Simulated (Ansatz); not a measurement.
# A sublattice moved along a line in ScPt

All numbers below come from DFT r2SCAN, scalar-relativistic, plane waves, PAW (Ansatz). The runs took a 500 eV cutoff, a Γ-centred 14×14×14 mesh and Gaussian smearing (0.15 eV). Spin–orbit coupling is left out, which can shift energies with elements as heavy as these. No spin polarisation. Energies are free energies at this smearing, counted from the undisturbed cell; pressure is positive in compression.

Zero of the scan (as given, not relaxed at this level; it stands at 2.1 GPa, and it needn't be the usual structure):

```
Sc Pt
1.0
     3.27000    0.00000    0.00000
     0.00000    3.27000    0.00000
     0.00000    0.00000    3.27000
Sc Pt
1 1
Direct
  0.50000 0.50000 0.50000
  0.00000 0.00000 0.00000
```

Every Sc atom is moved by x along the Cartesian unit vector (-1.000, 0.000, 0.000); the cell and all other atoms stay fixed. The cell is metallic on the mesh throughout.

| x (Å) | ΔE (meV/cell) |
| --- | --- |
| -0.2000 | 76.4 |
| -0.1000 | 18.7 |
| 0.0000 | 0.0 |
| 0.0250 | 1.2 |
| 0.0500 | 4.6 |
| 0.0750 | 10.5 |
| 0.1250 | 29.3 |
| 0.1500 | 42.4 |
| 0.1750 | 58.1 |

Predict the force along x on the moved atoms (eV/Å) at each point.

| x (Å) | force along x on the moved atoms (eV/Å) |
| --- | --- |
| -0.2000 | 0.78 |
| -0.1000 | 0.38 |
| 0.0000 | 0.00 |
| 0.0250 | -0.09 |
| 0.0500 | -0.19 |
| 0.0750 | -0.28 |
| 0.1250 | -0.47 |
| 0.1500 | -0.57 |
| 0.1750 | -0.68 |